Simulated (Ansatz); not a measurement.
# SbAu: from a first guess to the relaxed zincblende type

First guess:

```
CELL_PARAMETERS angstrom
0.00000 3.21951 3.21951
3.21951 0.00000 3.21951
3.21951 3.21951 0.00000
ATOMIC_POSITIONS crystal
Au 0.00000 0.00000 0.00000
Sb 0.25000 0.25000 0.25000
```

The calculation used DFT, PBE, PAW with Ansatz's default frozen-core files, scalar-relativistic in Ansatz 0.2.0.

Cell and atoms relax within the symmetry of the start on a 10×10×10 k mesh with 0.08 eV Fermi–Dirac smearing.

The start is built from a prototype, known or not as a phase of this compound; the cutoff is 420 eV.

Spin–orbit coupling is left out, though it moves levels of the heavy atoms by tenths of an eV or more.

Q: What is the pressure of the first guess?

A: -4.57 GPa.

Q: What does it relax to?

A: a = 6.222 Å, b = 6.222 Å, c = 6.222 Å, α = 90.00°, β = 90.00°, γ = 90.00° (conventional cell), 30.11 Å³ per atom:
```xyz
2
Lattice="0.0000 3.1109 3.1109 3.1109 0.0000 3.1109 3.1109 3.1109 0.0000" Properties=species:S:1:pos:R:3 pbc="T T T"
Au    0.0000    0.0000    0.0000
Sb    1.5554    1.5554    1.5554
```

Q: How much energy does the relaxation release?

A: 52 meV/atom.
